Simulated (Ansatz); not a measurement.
The bulk modulus of Ti from a series of volumes

Reference cell: a structure deposited in the COD, whose atoms a relaxation with PBE at fixed cell left in place.

```cif
data_structure
_symmetry_space_group_name_H-M 'P 1'
_symmetry_Int_Tables_number 1
_cell_length_a 2.9500
_cell_length_b 2.9500
_cell_length_c 4.6860
_cell_angle_alpha 90.000
_cell_angle_beta 90.000
_cell_angle_gamma 120.000
_cell_volume 35.32
loop_
_atom_site_label
_atom_site_type_symbol
_atom_site_fract_x
_atom_site_fract_y
_atom_site_fract_z
_atom_site_occupancy
Ti1 Ti 0.33333 0.66667 0.25000 1
Ti2 Ti 0.66667 0.33333 0.75000 1
```

Sites (sets of like atoms) are named by element and the number of their first atom in this list.

Computed with Ansatz: DFT, PBE, plane waves and PAW, scalar-relativistic, 420 eV cutoff, Γ-centred 18×18×10 k-points, Fermi–Dirac smearing 0.05 eV.

The cell is scaled uniformly, and the ions relax again at each size.

| V/V₀ | pressure (GPa) |
| --- | --- |
| 0.94 | 5.7 |
| 0.96 | 3.0 |
| 0.98 | 0.6 |
| 1.00 | ? |
| 1.02 | -3.7 |
| 1.04 | -5.5 |
| 1.06 | -7.2 |

(1) Estimate the row at V/V₀ = 1.00, the equilibrium volume and the bulk modulus.

## Answers

(1) pressure (GPa): -1.7. Worked: a parabola in ln(V/V₀) through the other 6 rows gives -1.7 GPa there. It crosses zero pressure at V/V₀ = 0.985, the equilibrium volume of this functional, where the bulk modulus is B = −dP/d ln V = 112 GPa. The shape of the cell is held, so in this non-cubic crystal both values are those of uniform scaling, and B is an upper bound to the hydrostatic one.
